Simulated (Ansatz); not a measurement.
Pd:
Space group P6₃/mmc (No. 194); a = 2.6943 Å, b = 2.6943 Å, c = 4.5206 Å, α = 90.00°, β = 90.00°, γ = 120.00°

| atom | site | symmetry | x | y | z |
|---|---|---|---|---|---|
| Pd | 2c | -6m2 | 0.3333 | 0.6667 | 0.2500 |

Relaxed with LDA.

**Question.** Which orbitals make up the states near the Fermi level in plane-wave PAW LDA (Ansatz code)?

**Answer.** Within 0.5 eV of the Fermi level: Pd 4d 93 %, outside the projected shells 7 %. Projections are on Löwdin-orthogonalised atomic valence shells; empty p or d shells of many metals are not among them.

**Question.** Tabulate the density of states.

**Answer.** States/eV per cell of 2 atoms, in 0.25 eV bins, energy from the Fermi level.

| E (eV) | total | Pd 4d | Pd 4s | Pd 4p |
|---|---|---|---|---|
| -7.75 | 0.00 | 0.00 | 0.00 | 0.00 |
| -7.50 | 0.03 | 0.00 | 0.00 | 0.00 |
| -7.25 | 0.08 | 0.00 | 0.00 | 0.00 |
| -7.00 | 0.11 | 0.00 | 0.00 | 0.00 |
| -6.75 | 0.15 | 0.01 | 0.00 | 0.00 |
| -6.50 | 0.18 | 0.02 | 0.00 | 0.00 |
| -6.25 | 0.22 | 0.04 | 0.00 | 0.00 |
| -6.00 | 0.28 | 0.07 | 0.00 | 0.00 |
| -5.75 | 0.47 | 0.22 | 0.00 | 0.00 |
| -5.50 | 2.24 | 1.89 | 0.02 | 0.00 |
| -5.25 | 3.19 | 2.86 | 0.02 | 0.00 |
| -5.00 | 3.65 | 3.38 | 0.02 | 0.01 |
| -4.75 | 3.66 | 3.49 | 0.02 | 0.01 |
| -4.50 | 2.80 | 2.71 | 0.01 | 0.01 |
| -4.25 | 4.33 | 4.17 | 0.01 | 0.01 |
| -4.00 | 2.92 | 2.83 | 0.00 | 0.01 |
| -3.75 | 3.76 | 3.62 | 0.00 | 0.01 |
| -3.50 | 2.40 | 2.28 | 0.00 | 0.01 |
| -3.25 | 3.19 | 3.06 | 0.00 | 0.01 |
| -3.00 | 4.56 | 4.38 | 0.00 | 0.01 |
| -2.75 | 4.03 | 3.84 | 0.00 | 0.01 |
| -2.50 | 3.88 | 3.66 | 0.00 | 0.01 |
| -2.25 | 4.93 | 4.69 | 0.00 | 0.01 |
| -2.00 | 3.53 | 3.32 | 0.00 | 0.00 |
| -1.75 | 2.93 | 2.75 | 0.00 | 0.00 |
| -1.50 | 2.91 | 2.73 | 0.00 | 0.00 |
| -1.25 | 2.70 | 2.54 | 0.00 | 0.00 |
| -1.00 | 2.61 | 2.45 | 0.00 | 0.00 |
| -0.75 | 3.05 | 2.91 | 0.00 | 0.00 |
| -0.50 | 3.66 | 3.50 | 0.00 | 0.00 |
| -0.25 | 4.92 | 4.71 | 0.00 | 0.00 |
| 0.00 | 4.99 | 4.76 | 0.00 | 0.00 |
| 0.25 | 1.40 | 1.14 | 0.00 | 0.00 |
| 0.50 | 0.47 | 0.20 | 0.00 | 0.00 |
| 0.75 | 0.47 | 0.17 | 0.00 | 0.00 |
| 1.00 | 0.47 | 0.14 | 0.00 | 0.00 |
| 1.25 | 0.47 | 0.13 | 0.00 | 0.00 |
| 1.50 | 0.48 | 0.11 | 0.00 | 0.00 |
| 1.75 | 0.50 | 0.10 | 0.00 | 0.00 |
| 2.00 | 0.53 | 0.09 | 0.00 | 0.00 |
| 2.25 | 0.53 | 0.08 | 0.00 | 0.00 |
| 2.50 | 0.54 | 0.08 | 0.00 | 0.00 |
| 2.75 | 0.50 | 0.06 | 0.00 | 0.00 |
| 3.00 | 0.49 | 0.05 | 0.00 | 0.00 |
| 3.25 | 0.47 | 0.05 | 0.00 | 0.00 |
| 3.50 | 0.46 | 0.04 | 0.00 | 0.00 |
| 3.75 | 0.45 | 0.04 | 0.00 | 0.00 |
| 4.00 | 0.44 | 0.03 | 0.00 | 0.00 |
| 4.25 | 0.43 | 0.03 | 0.00 | 0.00 |
| 4.50 | 0.43 | 0.02 | 0.00 | 0.00 |
| 4.75 | 0.45 | 0.02 | 0.00 | 0.00 |

Space group P6_3/mmc (hcp (Mg type)). The workflow started from a Materials Project entry (that database holds measured and hypothetical structures alike); the Crystallography Open Database copy checked does not list it. It is not the phase usual at ambient conditions (space group No. 225). The cell was relaxed with LDA under the symmetry of its start; whether a distortion lowers the energy is not shown. The workflow began spin-polarised and lost its moments. Axis ratios of metals converge slowly with the k-mesh, so a and c are less sure than the volume. Scalar-relativistic: spin–orbit coupling is off unless named, which matters more the heavier the elements.

Potentials: the later of the program's two PAW sets.
